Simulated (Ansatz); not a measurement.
TaN (space group P-62m)

```cif
data_N3Ta3
_chemical_formula_sum 'Ta3 N3'
_space_group_name_H-M_alt 'P 1'
_space_group_IT_number 1
_cell_length_a 5.17882
_cell_length_b 5.17882
_cell_length_c 2.89612
_cell_angle_alpha 90.000
_cell_angle_beta 90.000
_cell_angle_gamma 120.000
loop_
_space_group_symop_operation_xyz
  'x, y, z'
loop_
_atom_site_label
_atom_site_type_symbol
_atom_site_fract_x
_atom_site_fract_y
_atom_site_fract_z
_atom_site_occupancy
Ta1 Ta 0.00000 0.00000 0.00000 1
Ta2 Ta 0.33333 0.66667 0.50000 1
Ta3 Ta 0.66667 0.33333 0.50000 1
N1 N 0.39338 0.00000 0.00000 1
N2 N 0.60662 0.60662 0.00000 1
N3 N 0.00000 0.39338 0.00000 1
```

Equation-of-state scan: isotropic scaling of the cell above, V₀ being its volume. The atoms relax within the cell's symmetry.

Calculation: PBEsol (plane waves to 420 eV, PAW, scalar-relativistic; Ansatz, a program for electronic structure). k mesh 11×11×16 (Γ-centred), Fermi-Dirac smearing 0.05 eV. Energies are smeared free energies. Spin-orbit coupling is left out, though Ta is heavy. TaN is run without spin polarisation. TaN was relaxed with its symmetry unable to fall. The zero of ΔE is the relaxed starting cell.

**Question.** Give the computed ΔE (eV/atom) at V/V₀ = 0.840, 0.872, 0.904, 0.968, 1.096, 1.128.

**Answer.** 
```tsv
V/V₀	ΔE (eV/atom)
0.840	0.400
0.872	0.240
0.904	0.127
0.968	0.013
1.096	0.090
1.128	0.152
```

(Under strain, the slope of the energy per volume gives the stress and its curvature an elastic modulus.)
